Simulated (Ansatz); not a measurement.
Y2N (anti-CdI2 type, P-3m1) under volume change, DFT-PBEsol in the program Ansatz with PAW potentials, shape and atoms relaxed at each volume.

```csv
V (Å³/atom),E − E(relaxed) (meV/atom),P (GPa)
18.685,46.2,8.61
19.301,19.6,5.33
19.917,4.7,2.49
20.533,0.0,0.00
21.149,4.2,-2.14
21.765,16.0,-3.94
22.381,34.1,-5.44
```

Q: What does a third-order Birch–Murnaghan fit give for V₀, B₀ and B′?

A: V₀ = 20.53 Å³/atom, B₀ = 75.6 GPa, B′ = 4.0.

A made-up cell: these elements were put on the sites of a structure type; neither database checked (COD, Materials Project) lists it. Its standing as an ambient phase is unchecked. Symmetry was held in the PBEsol relaxation; of distortions, only those at the zone centre were tested. No spin polarisation was allowed.

Potentials: the later of the program's two PAW sets.
